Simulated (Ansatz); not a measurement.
The cell below belongs to a search over invented structures; it isn't taken from experiment.

Input and command of a plane-wave DFT calculation in Ansatz:

```yaml
crystal:
  lattice:
    - [5.19472659, 0.0, 0.0]
    - [-2.5973633, 4.49876519, 0.0]
    - [0.0, 0.0, 5.17087082]
  atoms:
    - { symbol: La, position: [0.66666667, 0.33333333, 0.5] }
    - { symbol: Lu, position: [0.33333333, 0.66666667, 0.5] }
    - { symbol: Lu, position: [0.0, 0.0, 0.5] }
    - { symbol: "N", position: [0.16261109, 0.83738891, 0.5] }
    - { symbol: "N", position: [0.16261109, 0.32522218, 0.5] }
    - { symbol: "N", position: [0.67477782, 0.83738891, 0.5] }
basis:
  ecutwfc: 420
kpoints:
  mp_grid: { grid: [3, 3, 3] }
hamiltonian:
  xc: pbe
scf:
  occupations: { method: gaussian, width: 0.15 }
  lower_state_search: "off"
output:
  forces: true
  stress: true
  eigenvalues: true
relax:
  adjacent_minimum: "off"
  f_tol: 0.08
  max_steps: 16
  cell: { stress_tol: 0.8 }
```

```bash
ansatz run input.yaml --threads 1 --pin off --max-ram 2560MiB --backend cpu --events-out ev --progress --plain --runs-dir out
```

Processor: Intel(R) Xeon(R) Processor @ 2.70GHz, 1 thread, on a host shared with other jobs.

Estimate time, memory and problem size.

About 97 s, peak memory 0.46 GiB. It solves 46 bands at 6 k points (after reduction by symmetry) with about 3645 plane waves (on the last cell), in 133 SCF iterations over 13 ionic steps.
